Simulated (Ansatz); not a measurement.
Ge (diamond)

```xyz
2
Lattice="0.0000 2.8372 2.8372 2.8372 0.0000 2.8372 2.8372 2.8372 0.0000" Properties=species:S:1:pos:R:3 pbc="T T T"
Ge     2.8372     2.8372     2.8372
Ge     4.2558     4.2558     4.2558
```

In each cell atom 2 (Ge, nearest neighbour Ge at 2.457 Å; its periodic images, 4.0 Å or more away, move with it) moves by s·(0.000, 0.000, 1.000) (along Cartesian z), the rest being held.

All values below come from r2SCAN (plane waves to 500 eV, PAW, scalar-relativistic; Ansatz, a quantum-chemistry and plane-wave program). k mesh 8×8×8 (Γ-centred), Fermi-Dirac smearing 0.05 eV. E stands for the smeared free energy. As the smearing reaches across the gap at some points, energies and forces of such displacements shift with the k mesh and the smearing. Ge was relaxed with its symmetry unable to fall. The zero of ΔE is the undisplaced structure. The last digit holds for this mesh only.

```csv
s (Å),ΔE (meV/cell)
-0.740,2372.0
-0.592,withheld
-0.444,1009.5
-0.296,475.6
-0.148,125.0
0.000,0.0
0.148,125.0
0.296,475.6
0.444,1009.5
0.592,withheld
0.740,2372.0
```

Q: Fit an even polynomial form (powers 2, 4, 6) to the given rows and predict ΔE at s = -0.592.

A: Least squares on the 9 given rows: ΔE = (5712)·s² + (-3274)·s⁴ + (1375)·s⁶, in meV/cell with s in Å; root-mean-square residual 0.75 meV/cell. At -0.592 the fit gives 1658.9 meV/cell; the calculation gives 1658.6 meV/cell, so the interpolation is off by 0.3 (+0.0 %). The quadratic term alone would give 2001.9 meV/cell.

(A displaced cell: forces are minus the slopes of the energy, force constants its curvatures, and phonons follow from these.)
